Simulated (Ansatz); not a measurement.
Zr4In5Co2:
```cif
data_Co2In5Zr4
_chemical_formula_sum 'Zr4 In5 Co2'
_space_group_name_H-M_alt 'P2/m'
_space_group_IT_number 10
_space_group_name_Hall '-P 2y'
_cell_length_a 7.50792
_cell_length_b 3.28678
_cell_length_c 9.04343
_cell_angle_alpha 90.000
_cell_angle_beta 94.787
_cell_angle_gamma 90.000
loop_
_atom_site_label
_atom_site_type_symbol
_atom_site_symmetry_multiplicity
_atom_site_Wyckoff_symbol
_atom_site_fract_x
_atom_site_fract_y
_atom_site_fract_z
_atom_site_occupancy
Zr1 Zr 2 n 0.20033 0.50000 0.44019 1
Zr2 Zr 2 n 0.81732 0.50000 0.15917 1
In1 In 2 m 0.54029 0.00000 0.33225 1
In2 In 2 m 0.15755 0.00000 0.14208 1
In3 In 1 d 0.50000 0.00000 0.00000 1
Co1 Co 2 m 0.07740 0.00000 0.63374 1
```

Relaxed with r²SCAN.

Task: Which orbitals make up the states near the Fermi level in DFT-r²SCAN in the program Ansatz with PAW potentials?

Result: Within 0.5 eV of the Fermi level: Zr 4d 43 %, Co 3d 26 %, In 5p 22 %. Projections are on Löwdin-orthogonalised atomic valence shells; empty p or d shells of many metals are not among them.

Task: Tabulate the density of states.

Result: States/eV per cell of 11 atoms, in 0.25 eV bins, energy from the Fermi level.

| E (eV) | total | Zr 4d | Co 3d | In 5p |
|---|---|---|---|---|
| -7.85 | 1.51 | 0.06 | 0.01 | 0.43 |
| -7.60 | 1.69 | 0.08 | 0.01 | 0.51 |
| -7.35 | 1.71 | 0.10 | 0.01 | 0.52 |
| -7.10 | 1.93 | 0.13 | 0.01 | 0.59 |
| -6.85 | 2.11 | 0.17 | 0.02 | 0.62 |
| -6.60 | 2.69 | 0.25 | 0.02 | 0.74 |
| -6.35 | 3.34 | 0.39 | 0.04 | 0.83 |
| -6.10 | 2.79 | 0.40 | 0.04 | 0.75 |
| -5.85 | 2.85 | 0.49 | 0.05 | 0.75 |
| -5.60 | 2.46 | 0.46 | 0.05 | 0.66 |
| -5.35 | 2.40 | 0.52 | 0.06 | 0.61 |
| -5.10 | 2.58 | 0.59 | 0.07 | 0.63 |
| -4.85 | 2.62 | 0.54 | 0.09 | 0.70 |
| -4.60 | 3.13 | 0.73 | 0.14 | 0.76 |
| -4.35 | 2.36 | 0.59 | 0.13 | 0.62 |
| -4.10 | 3.30 | 0.91 | 0.25 | 0.90 |
| -3.85 | 4.61 | 1.49 | 0.54 | 1.18 |
| -3.60 | 4.07 | 1.24 | 0.59 | 1.23 |
| -3.35 | 5.40 | 1.59 | 1.30 | 1.55 |
| -3.10 | 9.45 | 2.87 | 3.58 | 1.92 |
| -2.85 | 9.71 | 2.70 | 4.23 | 1.89 |
| -2.60 | 11.46 | 3.04 | 5.12 | 2.31 |
| -2.35 | 13.07 | 3.15 | 6.85 | 2.23 |
| -2.10 | 11.62 | 3.08 | 5.42 | 2.31 |
| -1.85 | 13.90 | 3.47 | 7.41 | 2.16 |
| -1.60 | 15.77 | 3.15 | 9.39 | 2.21 |
| -1.35 | 12.55 | 3.19 | 5.93 | 2.42 |
| -1.10 | 9.46 | 3.19 | 3.28 | 2.13 |
| -0.85 | 7.80 | 2.66 | 2.41 | 2.08 |
| -0.60 | 8.48 | 2.68 | 2.89 | 2.28 |
| -0.35 | 7.67 | 2.98 | 2.16 | 1.94 |
| -0.10 | 6.17 | 2.75 | 1.46 | 1.45 |
| 0.15 | 4.09 | 1.88 | 1.05 | 0.80 |
| 0.40 | 4.63 | 2.37 | 1.16 | 0.72 |
| 0.65 | 6.19 | 3.26 | 1.40 | 0.97 |
| 0.90 | 7.87 | 4.37 | 2.03 | 0.86 |
| 1.15 | 7.37 | 4.46 | 1.54 | 0.77 |
| 1.40 | 8.34 | 5.87 | 0.94 | 0.89 |
| 1.65 | 10.94 | 7.69 | 0.98 | 1.24 |
| 1.90 | 10.23 | 6.99 | 0.91 | 1.21 |
| 2.15 | 11.55 | 7.92 | 1.09 | 1.32 |
| 2.40 | 10.38 | 7.03 | 0.81 | 1.23 |
| 2.65 | 9.51 | 6.34 | 0.63 | 1.22 |
| 2.90 | 8.74 | 5.44 | 0.51 | 1.09 |
| 3.15 | 8.76 | 5.18 | 0.52 | 1.11 |
| 3.40 | 8.15 | 4.69 | 0.47 | 1.10 |
| 3.65 | 7.04 | 3.60 | 0.26 | 1.16 |
| 3.90 | 6.20 | 2.78 | 0.14 | 1.22 |
| 4.15 | 5.25 | 2.26 | 0.09 | 1.10 |
| 4.40 | 6.00 | 2.63 | 0.09 | 1.48 |
| 4.65 | 6.17 | 2.73 | 0.09 | 1.68 |
| 4.90 | 5.37 | 2.22 | 0.07 | 1.59 |

The workflow started from a Materials Project entry (that database holds measured and hypothetical structures alike); the Crystallography Open Database copy checked does not list it. Whether it is the stable phase at ambient conditions was not checked. Symmetry was held in the r²SCAN relaxation; whether a distortion lowers the energy is not shown. The run is not spin-polarised. Spin–orbit coupling is left out wherever it is not named.

Potentials: the later of the program's two PAW sets.
